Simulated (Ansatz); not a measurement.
Hf (bcc): energy against volume

All numbers below come from DFT, r2SCAN, plane waves (500 eV) with PAW, scalar-relativistic (Ansatz). The PAW files were generated under PBE, with cores re-solved for the functional.

The cell is scaled uniformly from the relaxed one, with fractional coordinates and shape fixed. Energies are extrapolated to zero smearing, pressures are those at the given smearing. Magnetic state: spin not included.

A Birch-Murnaghan fit gives V₀ = 22.15 Å³/atom, B₀ = 101 GPa, B₀′ = 3.2.

(1) What are the energy above the minimum and the pressure at 19.552 Å³/atom?

(2) What are the energy above the minimum and the pressure at 20.441 Å³/atom?

(3) What are the energy above the minimum and the pressure at 23.996 Å³/atom?

Answers

(1) 114.2 meV/atom and 15.67 GPa as computed.

(2) 46.6 meV/atom and 9.57 GPa as computed.

(3) 43.6 meV/atom and -6.83 GPa as computed.
